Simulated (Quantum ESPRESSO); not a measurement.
```cif
data_Se4Zn4
_chemical_formula_sum 'Zn4 Se4'
_space_group_name_H-M_alt 'F-43m'
_space_group_IT_number 216
_space_group_name_Hall 'F -4 2 3'
_cell_length_a 5.63282
_cell_length_b 5.63282
_cell_length_c 5.63282
_cell_angle_alpha 90.000
_cell_angle_beta 90.000
_cell_angle_gamma 90.000
loop_
_atom_site_label
_atom_site_type_symbol
_atom_site_symmetry_multiplicity
_atom_site_Wyckoff_symbol
_atom_site_fract_x
_atom_site_fract_y
_atom_site_fract_z
_atom_site_occupancy
Zn1 Zn 4 a 0.00000 0.00000 0.00000 1
Se1 Se 4 d 0.75000 0.75000 0.75000 1
```
(The calculation used a cell of 2 atoms; values per cell refer to that cell.)

Cell and atoms were relaxed with PBEsol from Materials Project entry mp-1190, within its symmetry.

### Question
What does norm-conserving PBEsol (Quantum ESPRESSO, 86 Ry, with spin-orbit coupling) give for the electronic structure near the Fermi level?

### Answer
The PBEsol gap is direct, 1.12 eV at Γ.
